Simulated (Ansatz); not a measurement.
All numbers below come from DFT, BLYP, plane waves (420 eV) with PAW, scalar-relativistic (Ansatz). (PAW data from PBE, frozen cores regenerated.)

An element in the hcp structure gives this curve. The cell is scaled uniformly from the relaxed one, with fractional coordinates and shape fixed. Energies are extrapolated to zero smearing, pressures are those at the given smearing. Magnetic state: spin not included.

```json
{"V (Å³/atom)": "19.338", "E − E₀ (meV/atom)": "37.5", "P (GPa)": "5.08"}
{"V (Å³/atom)": "20.217", "E − E₀ (meV/atom)": "15.7", "P (GPa)": "3.01"}
{"V (Å³/atom)": "21.096", "E − E₀ (meV/atom)": "3.8", "P (GPa)": "1.38"}
{"V (Å³/atom)": "21.975", "E − E₀ (meV/atom)": "0.0", "P (GPa)": "0.08"}
{"V (Å³/atom)": "22.854", "E − E₀ (meV/atom)": "2.6", "P (GPa)": "-0.95"}
{"V (Å³/atom)": "23.733", "E − E₀ (meV/atom)": "10.2", "P (GPa)": "-1.78"}
{"V (Å³/atom)": "24.612", "E − E₀ (meV/atom)": "21.9", "P (GPa)": "-2.45"}
```

(1) Which element is it?
A. hafnium
B. gold
C. zirconium
D. gallium

Results:

(1) D. Its fit is V₀ = 22.03 Å³/atom, B₀ = 29 GPa, B₀′ = 4.6.
